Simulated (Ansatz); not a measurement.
C:
```cif
data_C12
_chemical_formula_sum 'C12'
_space_group_name_H-M_alt 'P 1'
_space_group_IT_number 1
_cell_length_a 2.51231
_cell_length_b 2.51231
_cell_length_c 12.39174
_cell_angle_alpha 90.000
_cell_angle_beta 90.000
_cell_angle_gamma 120.000
loop_
_space_group_symop_operation_xyz
  'x, y, z'
loop_
_atom_site_label
_atom_site_type_symbol
_atom_site_fract_x
_atom_site_fract_y
_atom_site_fract_z
_atom_site_occupancy
C1 C 0.66667 0.33333 0.35494 1
C2 C 0.33333 0.66667 0.64506 1
C3 C 0.33333 0.66667 0.85494 1
C4 C 0.66667 0.33333 0.14506 1
C5 C 0.66667 0.33333 0.02076 1
C6 C 0.33333 0.66667 0.97924 1
C7 C 0.33333 0.66667 0.52076 1
C8 C 0.66667 0.33333 0.47924 1
C9 C 0.00000 0.00000 0.68683 1
C10 C 0.00000 0.00000 0.31317 1
C11 C 0.00000 0.00000 0.18683 1
C12 C 0.00000 0.00000 0.81317 1
```

Relaxed with r²SCAN.

Task: Give the optical modes at the zone centre with their infrared and Raman activity from DFPT, DFT-r²SCAN in the program Ansatz with PAW potentials.

Result: Transverse frequencies, without the LO–TO term; a row sums one degenerate level.

| ω (cm⁻¹) | degeneracy | IR ((D/Å)²/amu) | Raman (Å⁴/amu) | activity | symmetry |
|---|---|---|---|---|---|
| 295 | 2 | 0.00 | 0 | silent | E2u |
| 305 | 2 | 0.00 | 0 | silent | E2g |
| 485 | 2 | 0.00 | 0.30 | Raman | E1g |
| 490 | 1 | 0.00 | 0 | silent | B1g |
| 496 | 1 | 0.00 | 0 | silent | B2u |
| 499 | 2 | 0.00 | 0 | silent | E1u |
| 554 | 2 | 0.00 | 0 | silent | E2u |
| 880 | 1 | 0.00 | 0 | silent | A2u |
| 884 | 1 | 0.00 | 7.5 | Raman | A1g |
| 1058 | 1 | 0.00 | 0 | silent | B2u |
| 1219 | 2 | 0.00 | 43 | Raman | E2g |
| 1234 | 2 | 0.01 | 0 | silent | E1u |
| 1248 | 2 | 0.00 | 3.3 | Raman | E1g |
| 1280 | 1 | 0.00 | 0 | silent | B1g |
| 1293 | 2 | 0.00 | 410 | Raman | E2g |
| 1294 | 2 | 0.00 | 0 | silent | E2u |
| 1300 | 1 | 0.00 | 240 | Raman | A1g |
| 1316 | 1 | 0.00 | 0 | silent | B2u |
| 1322 | 1 | 0.00 | 0 | silent | A2u |
| 1325 | 2 | 0.00 | 250 | Raman | E1g |
| 1329 | 1 | 0.00 | 240 | Raman | A1g |
| 1337 | 1 | 0.00 | 0 | silent | B1g |

Space group P6_3/mmc. The workflow started from a Materials Project entry (that database holds measured and hypothetical structures alike). Its sites differ from those of the usual phase in this space group: another stacking or structure type. The cell was relaxed with r²SCAN under the symmetry of its start; phonons on a q-mesh show no instability.

Potentials: the later of the program's two PAW sets.
